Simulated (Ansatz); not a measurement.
# YSi2: frozen-core PAW against all-electron methods

```xyz
3
Lattice="4.0755 0.0000 0.0000 -2.0377 3.5295 0.0000 0.0000 0.0000 3.9901" Properties=species:S:1:pos:R:3 pbc="T T T"
Y     0.0000    0.0000    0.0000
Si    0.0000    2.3530    1.9951
Si    2.0377    1.1765    1.9951
```

Atoms are numbered in the order listed.

Conventional cell: a = 4.075 Å, b = 4.075 Å, c = 3.990 Å, α = 90.00°, β = 90.00°, γ = 120.00°. Y (atom 1) is surrounded by 12 Si at 3.08 Å. Si (atom 2) is surrounded by 3 Si at 2.35 Å.

The cell is the one relaxed in the Materials Project (mp-2568), not relaxed further here; entries there can be hypothetical.

Spin polarisation is left out, and whether a magnetic state lies lower isn't shown here.

All numbers are computed: DFT, LDA, PAW with Ansatz's default frozen-core files, scalar-relativistic (Ansatz 0.2.0); DFT, LDA, all-electron PAW with datasets made for the crystal, scalar-relativistic (Ansatz 0.2.0); DFT, LDA, all-electron LAPW, scalar-relativistic (Ansatz 0.2.0).

For PAW: a Γ-centred 10×10×9 k mesh, Fermi–Dirac smearing of 0.05 eV, cutoff 420 eV, no spin polarisation; the PAW files were made with PBE, and the program remakes their frozen cores for this functional. The crystal-made all-electron datasets (AE datasets) take a cutoff of 220 eV at this cell. LAPW targets a basis error of 1 meV/atom. The Ansatz runs share mesh, smearing and spin set-up. Plane-wave (PAW) pressures include the program's estimate of the Pulay term.

Stress and pressure are positive in compression.

No spin–orbit coupling: at heavy atoms the gradients can be off by tens of per cent for that reason.

In a metal, gradients converge slowly with the k mesh: the values move by tens of per cent from one mesh to another, at times in sign, so only the comparison on one mesh counts.

Levels count from the Fermi level.

```csv
quantity,PAW,AE datasets,LAPW
pressure (GPa),-4.25,-4.26,-4.26
stress xx (GPa),-3.63,-3.65,-3.65
stress zz (GPa),-5.49,-5.49,-5.48
highest filled level at A (eV),-0.243,-0.244,-0.244
lowest empty level at A (eV),0.559,0.560,0.560
highest filled level at L (eV),-0.329,-0.328,-0.328
lowest empty level at L (eV),3.313,3.314,3.314
highest filled level at M (eV),-2.403,-2.405,-2.405
lowest empty level at M (eV),0.928,0.927,0.927
field gradient Vzz at Y1 (10²¹ V/m²),-2.60,-2.59,–
field gradient Vzz at Si2 (10²¹ V/m²),-1.41,-1.51,–
```

PAW's pressure differs from the LAPW value by about 0.01 GPa or less. Datasets made for the crystal and LAPW share parts of one code, so their agreement isn't an independent check.
